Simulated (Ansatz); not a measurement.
SrIF:
```
CELL_PARAMETERS angstrom
      4.24566     0.00000     0.00000
      0.00000     4.24566     0.00000
      0.00000     0.00000     9.00337
ATOMIC_POSITIONS crystal
  Sr 0.50000 0.00000 0.14776
  Sr 0.00000 0.50000 0.85224
  I  0.50000 0.00000 0.67295
  I  0.00000 0.50000 0.32705
  F  0.50000 0.50000 0.00000
  F  0.00000 0.00000 0.00000
```

r²SCAN+D4 in the plane-wave PAW code Ansatz gives a gap of 5.08 eV without spin–orbit coupling, maximum at Γ, minimum at Γ.

Q: What happens when spin–orbit coupling is switched on?

A: The gap falls by 0.33 eV, to 4.75 eV; maximum at Γ, minimum at Γ.

Q: Give the electron effective mass with spin–orbit coupling.

A: 0.39, 0.39, 1.5 mₑ (principal values).

Q: Give the hole effective mass with spin–orbit coupling.

A: 0.59, 0.59, 7.9 mₑ (principal values).

Space group P4/nmm. The workflow started from a Materials Project entry (that database holds measured and hypothetical structures alike); the Crystallography Open Database copy checked does not list it. Its standing as an ambient phase is unchecked. The cell was relaxed with r²SCAN+D4 under the symmetry of its start; whether a distortion lowers the energy is not shown.

Potentials: the later of the program's two PAW sets.
